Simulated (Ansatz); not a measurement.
Relaxed-ion elastic tensor of Cr2O3 (corundum, R-3c) in GPa (Voigt order), PBEsol (plane waves, PAW; program Ansatz); density 5.43 g/cm³, 9.29 Å³ per atom.

```csv
,1,2,3,4,5,6
1,306,140,192,-36.4,0.0,0.0
2,140,306,192,36.4,0.0,0.0
3,192,192,353,0.0,0.0,0.0
4,-36.4,36.4,0.0,154,0.0,0.0
5,0.0,0.0,0.0,0.0,154,-36.4
6,0.0,0.0,0.0,0.0,-36.4,83.1
```

Question: Is the crystal mechanically stable?

Answer: Yes: the smallest eigenvalue of C is 67.6 GPa.

Question: Work out the Voigt, Reuss and Hill averages.

Answer: K_V = 224, K_R = 218, K_H = 221; G_V = 107, G_R = 86.9, G_H = 97.1 GPa.

Question: Give Young's modulus, Poisson's ratio, Pugh's ratio and the universal anisotropy index.

Answer: E = 9KG/(3K + G) = 254 GPa; ν = 0.31; K/G = 2.27 (ductile by the Pugh limit of 1.75); A_U = 5G_V/G_R + K_V/K_R − 6 = 1.21.

Question: Estimate the sound speeds and the Debye temperature.

Answer: v_l = √((K + 4G/3)/ρ) = 8030 m/s, v_t = √(G/ρ) = 4230 m/s, mean 4730 m/s; Θ = (h/k)(3n/4πV)^(1/3) v_m = 670 K.

The cell was relaxed with PBEsol under the symmetry of its start, as lowered by the spin order. The final state is antiferromagnetic, chosen from 5 collinear starts compared on coarse meshes (ties went to the first, and starts can fall back to one state), not a proven ground state. Textbook magnetic order: antiferromagnetic. No Hubbard U is applied.

Potentials: the later of the program's two PAW sets.
